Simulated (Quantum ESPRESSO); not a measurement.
```cif
data_BiCa3N
_chemical_formula_sum 'N1 Ca3 Bi1'
_space_group_name_H-M_alt 'Pm-3m'
_space_group_IT_number 221
_space_group_name_Hall '-P 4 2 3'
_cell_length_a 4.90035
_cell_length_b 4.90035
_cell_length_c 4.90035
_cell_angle_alpha 90.000
_cell_angle_beta 90.000
_cell_angle_gamma 90.000
loop_
_atom_site_label
_atom_site_type_symbol
_atom_site_symmetry_multiplicity
_atom_site_Wyckoff_symbol
_atom_site_fract_x
_atom_site_fract_y
_atom_site_fract_z
_atom_site_occupancy
N1 N 1 b 0.50000 0.50000 0.50000 1
Ca1 Ca 3 c 0.00000 0.50000 0.50000 1
Bi1 Bi 1 a 0.00000 0.00000 0.00000 1
```

The geometry is that of Materials Project entry mp-31149, symmetrised and not relaxed again.

**Question.** What does PBEsol (pw.x of Quantum ESPRESSO, ONCV potentials, with spin-orbit coupling) give for the electronic structure near the Fermi level?

**Answer.** Along the path the PBEsol gap is only about 0.01 eV, below what this setup resolves reliably; no G0W0 run was built on it. Semilocal functionals shrink small gaps, and the order of the bands at the edge may be inverted. The cell is held in this high symmetry; tilts and polar distortions were not searched.
